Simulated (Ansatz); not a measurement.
Total density of states per atom from plane-wave PAW PBEsol (Ansatz code), in 0.25 eV bins, energy from the Fermi level:

(E (eV), states/eV/atom): (-7.85, 0.21); (-7.60, 0.21); (-7.35, 0.21); (-7.10, 0.22); (-6.85, 0.22); (-6.60, 0.20); (-6.35, 0.27); (-6.10, 0.31); (-5.85, 0.29); (-5.60, 0.27); (-5.35, 0.25); (-5.10, 0.26); (-4.85, 0.40); (-4.60, 0.45); (-4.35, 0.26); (-4.10, 0.30); (-3.85, 0.31); (-3.60, 0.36); (-3.35, 0.44); (-3.10, 0.42); (-2.85, 0.50); (-2.60, 0.54); (-2.35, 0.69); (-2.10, 0.53); (-1.85, 0.68); (-1.60, 0.77); (-1.35, 0.75); (-1.10, 0.44); (-0.85, 0.54); (-0.60, 0.32); (-0.35, 0.24); (-0.10, 0.26); (0.15, 0.27); (0.40, 0.32); (0.65, 0.35); (0.90, 0.32); (1.15, 0.63); (1.40, 0.63); (1.65, 0.66); (1.90, 0.76); (2.15, 0.83); (2.40, 0.73); (2.65, 0.71); (2.90, 0.59); (3.15, 0.60); (3.40, 0.69); (3.65, 0.62); (3.90, 0.59); (4.15, 0.61); (4.40, 0.62); (4.65, 0.53)

Pick the material that matches.
(A) Ti2AlC, P6_3/mmc (Ti on 4f, Al on 2d, C on 2a)
(B) TaAl, CsCl type
(C) ZrAl3, I4/mmm (Zr on 4e, Al on 4c, Al on 4d, Al on 4e)
(D) AlVB, Cmcm (Al on 4c, B on 4c, V on 4c)

C, ZrAl3, I4/mmm (Zr on 4e, Al on 4c, Al on 4d, Al on 4e). Within 0.5 eV of the Fermi level: Zr 4d 55 %, Al 3p 32 %, Al 3s 8 %. Projections are on Löwdin-orthogonalised atomic valence shells; empty p or d shells of many metals are not among them.

The first step of the workflow began from a Materials Project structure, measured or hypothetical; the Crystallography Open Database files this formula in space group No. 139, but the cells were not matched. Whether it is the stable phase at ambient conditions was not checked. Symmetry was held in the PBEsol relaxation; its stability against distortions is not shown here. The run is not spin-polarised. Spin–orbit coupling is left out wherever it is not named.

Potentials: the earlier of the program's two PAW sets. The files were generated under PBE; for other functionals the program regenerates the frozen cores, and for LDA and PBEsol the local potential too.
